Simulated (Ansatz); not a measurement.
**One input, then a changed one: SrCd**

First run: DFT, PBEsol, PAW with Ansatz's default frozen-core files, scalar-relativistic (Ansatz 0.2.0).

Command: `ansatz run input.yaml --threads 1 --pin off --max-ram 2048MiB --backend cpu --events-out ev --progress --plain --runs-dir out` It took 4 s on 1 thread of Arm Neoverse V2, on a shared host, peak memory 0.34 GiB.

```yaml
crystal:
  lattice:
    - [3.9799356449, 0.0, 0.0]
    - [0.0, 3.9799356449, 0.0]
    - [0.0, 0.0, 3.9799356449]
  atoms:
    - { symbol: Sr, position: [0.5, 0.5, 0.5] }
    - { symbol: Cd, position: [0.0, 0.0, 0.0] }
kpoints:
  mp_grid: { grid: [10, 10, 10] }
scf:
  occupations: { method: fermi_dirac, width: 0.05 }
hamiltonian:
  xc: pbesol
  pseudopotentials: { kind: paw }
output:
  forces: true
  stress: true
  eigenvalues: true
  populations: true
```

The cell comes from a relaxation on PAW files under the same functional, begun from a database entry that needn't be the ground state.

It converges in 6 SCF iterations at a pressure of 0.00 GPa, cutoff 420 eV.

The input is then changed:

```diff
   xc: pbesol
-  pseudopotentials: { kind: paw }
+  pseudopotentials: { kind: nc, accuracy: standard }
 output:
   populations: true
+  write_density: true
+  write_potential: true
+  elf: true
+  volumetric_format: npy
+basis:
+  xc_grid: 2
```

Task: What does the second run give?

Result: It converges in 8 SCF iterations at a pressure of 0.02 GPa, cutoff 1388 eV. More than one line changes, and not each need have an effect. Results part of its log:
```
SCF 1 converged in 8 iterations: F = -5698.916000 eV  dr2 = 1.99e-8
SCF converged after 8 iterations
Free energy (F): -5698.916000 eV
Harris-Foulkes:  -5698.916000 eV  (|F-HF|=9.78e-9)
Internal energy: -5698.905715 eV  (E = F + TS)
E sigma→0 (E₀):  -5698.910857 eV
Entropy (-TS):   -0.010285 eV (-5.143 meV/atom)
Fermi energy:    9.369739 eV
--- Per-component energies (eV) ---
  E_band       = -576.944409
  E_kinetic    = 1914.779817
  E_local      = -5672.195274  (includes V_loc(G=0)·N_el)
  E_nonlocal   = 250.971723
  E_hartree    = 1834.053107
  E_xc         = -879.846571
  E_vxc        = -738.597555  (∫ρ·V_xc dr)
  E_ewald      = -3146.668516
  E_smearing   = -0.010285  (= −TS)
  E_closure    = 0.000000  (closes the sum)
  Σ components = -5698.916000   (vs F -5698.916000, Δ=0.00e0)
--- Forces (eV/Å), atoms counted from 1 ---
  atom   1  Sr     0.00000000    -0.00000000    -0.00000000
  atom   2  Cd    -0.00000000    -0.00000000     0.00000000
  max |Σ_I F_I| component: 5.94e-29 eV/Å
--- Stress (GPa, compression-positive) ---
        0.015104      -0.000000       0.000000
       -0.000000       0.015104       0.000000
        0.000000       0.000000       0.015104
  P = ⅓ Tr σ = 0.0151 GPa (0.151 kbar)
--- Band table (eV; the first three rows and the last of 56) ---
  k-point 0: bands = ["-93.2112", "-54.2796", "-54.2796", "-54.2796", "-26.2432", "-8.1969", "-8.1969", "-8.1969", "0.7604", "0.7604", "0.9207", "0.9207", "0.9207", "3.5024", "10.7270", "10.7270", "13.4283", "13.4283", "13.4283"]
  k-point 1: bands = ["-93.2112", "-54.2797", "-54.2796", "-54.2796", "-26.2419", "-8.2216", "-8.1951", "-8.1951", "0.7633", "0.7779", "0.9176", "0.9176", "0.9219", "3.6223", "10.5429", "10.7585", "13.0817", "13.0817", "13.1707"]
  k-point 2: bands = ["-93.2112", "-54.2798", "-54.2796", "-54.2796", "-26.2386", "-8.2853", "-8.1905", "-8.1905", "0.7706", "0.8236", "0.9095", "0.9095", "0.9251", "3.9733", "9.8217", "10.8455", "12.5254", "12.5254", "13.1861"]
  k-point 55: bands = ["-93.2111", "-54.2800", "-54.2800", "-54.2800", "-26.2047", "-8.3772", "-8.3772", "-8.3772", "0.8388", "0.8388", "0.8388", "1.0596", "1.0596", "8.5653", "8.5653", "8.5653", "8.6466", "14.0609", "14.0609"]
--- Löwdin populations: 2 sites ---
  site symbol       q [e]
     0     Sr      9.2875
     1     Cd     19.6568
  spilling = 0.035190 (of n_electrons = 30.000000)
```
